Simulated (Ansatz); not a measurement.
A geometry of Be away from equilibrium: step 2 of the relaxation of a relaxed Be cell, doubled along one cell vector, shaken by Gaussian noise of σ = 0.08 Å a coordinate. Method: r2SCAN (plane waves to 500 eV, PAW, scalar-relativistic; Ansatz, an electronic-structure program). Γ-centred k-mesh 9×18×18 on the run's cell (coarser than for final values), Fermi–Dirac smearing 0.05 eV.

```xyz
2
Lattice="-2.5116 2.4937 2.4978 1.2444 -1.2564 1.2470 1.2459 1.2465 -1.2585" Properties=species:S:1:pos:R:3:forces:R:3 pbc="T T T" free_energy=-186.470 pressure_GPa=1.2
Be    -0.0099     0.0524    -0.0896   -0.0878   -0.2293   -0.2408
Be    -1.2769     1.2235     1.1787    0.0878    0.2293    0.2408
```

Positions in Å, forces in eV/Å, free energy of the cell in eV (comparable only within this code, potentials and settings). Largest force: 0.34 eV/Å, on Be1, Be2 (atoms numbered as listed); the geometry lies 0.10 eV/atom above the end of its relaxation.

No spin polarisation in the result.

The run could not lose the symmetry of its start.

Of the parent cell (Im-3m (No. 229)): it is a generated cell of Be: the first start was made by placing the elements on the sites of a structure type, and the end was not matched to a known phase here, so it may be hypothetical. Known forms of Be include space group No. 194.
